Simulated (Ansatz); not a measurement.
**What DFT gives for BaTiO3**

```
Ti O Ba
1.0
     3.96882    3.96882    0.00000
     3.96882   -3.96882    0.00000
     0.00000    0.00000    4.00213
Ti O Ba
2 6 2
Direct
  0.00000 0.50000 0.51000
  0.50000 0.00000 0.51000
  0.25000 0.25000 0.47900
  0.75000 0.75000 0.47900
  0.25000 0.75000 0.47900
  0.75000 0.25000 0.47900
  0.00000 0.50000 0.97800
  0.50000 0.00000 0.97800
  0.00000 0.00000 0.00000
  0.50000 0.50000 0.00000
```

Single point in Ansatz 0.2.0 with r2SCAN, collinear spin. Cutoff 500 eV, PAW datasets, 3×3×5 Γ-centred k mesh, gaussian filling (width 0.1698 eV).

The state carries no moments; the state need not be the lowest.

**Contacts.** Ti–O at 1.87 Å: least valence density 0.88 e/Å³ and ELF 0.24 there. Ba–O at 2.76 Å: least valence density 0.20 e/Å³ and ELF 0.09 there, a closed-shell (ionic or weak) contact. Both are smooth PAW fields, read partly inside the augmentation spheres.
**Electronic structure.** The gap is 2.24 eV, indirect or between spins (the least direct gap found is 2.29 eV).
**Formation energy.** -3.40 eV an atom against the elements' usual phases (free molecules for gases, crystals otherwise, with no correction for O₂ or N₂), so it is bound against them; other compounds may still compete. Relaxing would lower it.
**Band edges.** Within 0.7 eV of the edges, the states project mainly on O p (95 %) below the gap and on Ti d (91 %) above it.
**Forces.** The largest is on O7 (and as large on other atoms): 0.32 eV/Å, components (0.00, 0.00, -0.32). It makes 0° with the line to a nearest neighbour, Ti1 at 1.87 Å, pointing towards it.
**Stress.** The pressure is 3.0 GPa (compression positive), so with the atoms held at these fractions the cell would first expand.
**Charges.** Bader charges in e: Ba +1.57, Ti +2.31, O -1.29. In the mean Ti gives up most and O takes most.

Origin: a database entry at a rescaled volume. Caveats: the input typed no starting moments; wide smearing.
